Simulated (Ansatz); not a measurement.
Given:

SrTiO$_{3}$:
```xyz
10
Lattice="-2.7155 2.7155 3.8711 2.7155 -2.7155 3.8711 2.7155 2.7155 -3.8711" Properties=species:S:1:pos:R:3 pbc="T T T"
Sr     0.0000     2.7155     1.9356
Sr     2.7155     0.0000     1.9356
Ti     0.0000     0.0000     0.0000
Ti     0.0000     0.0000     3.8711
O     -1.2089     1.5067     3.8711
O      3.9244     1.2089     0.0000
O      1.2089     1.5067     0.0000
O      1.5067     1.2089     3.8711
O      0.0000     0.0000     5.8067
O      0.0000     0.0000     1.9356
```

This is the LDA-relaxed structure. x, y and z are the axes in which the lattice vectors are written.

**Question.** All from the program Ansatz at the LDA level (PAW), unless another level is named. Give the bulk modulus (Birch–Murnaghan fit).

**Answer.** 197 GPa.

**Question.** And the zero-point energy?

**Answer.** 60.3 meV/atom.

**Question.** Predict the vibrational entropy at 300 K.

**Answer.** 21.6 J/(K·mol of atoms).

**Question.** And the elastic constants (relaxed ions, GPa)?

**Answer.** C11 = 341, C12 = 104, C13 = 130, C33 = 375, C44 = 87.4, C66 = 132.

**Question.** Give the highest zone-centre frequency (without LO–TO term).

**Answer.** 844 cm⁻¹.

Space group I4/mcm. The workflow started from a Materials Project entry (that database holds measured and hypothetical structures alike); the Crystallography Open Database files this formula in space group No. 140, but the cells were not matched. It is not the phase usual at ambient conditions (space group No. 221). Symmetry was held in the LDA relaxation; whether a distortion lowers the energy is not shown. No spin polarisation was allowed.

Potentials: the later of the program's two PAW sets.
